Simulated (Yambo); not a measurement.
CaO (rock salt, space group Fm-3m, No. 225): the exchange self-energy on PBEsol orbitals (Yambo, 6×6×6 mesh) holds the Coulomb divergence, which is integrated with random points (RandQpts).

```json
[
 {"random points": "1,000", "exchange-only gap Γ → X (eV)": "14.63", "shift of the valence edge (eV)": "-5.47", "gap against the reference (meV)": "115"},
 {"random points": "10,000", "exchange-only gap Γ → X (eV)": "14.36", "shift of the valence edge (eV)": "-5.14", "gap against the reference (meV)": "-150"},
 {"random points": "100,000", "exchange-only gap Γ → X (eV)": "14.52", "shift of the valence edge (eV)": "-5.34", "gap against the reference (meV)": "11"},
 {"random points": "1,000,000", "exchange-only gap Γ → X (eV)": "14.51", "shift of the valence edge (eV)": "-5.33", "gap against the reference (meV)": "0"},
 {"random points": "5,000,000", "exchange-only gap Γ → X (eV)": "14.51", "shift of the valence edge (eV)": "-5.33", "gap against the reference (meV)": "reference"}
]
```

From 100,000 points on, the gap stays within 20 meV of the run with most points. The error is statistical; each row is a single draw, so the rows fix no rate of convergence.

Geometry relaxed with PBEsol; primitive cell a = b = c = 3.368 Å, α = β = γ = 60.00°.

A shift is the quasiparticle energy of the state minus its PBEsol energy.
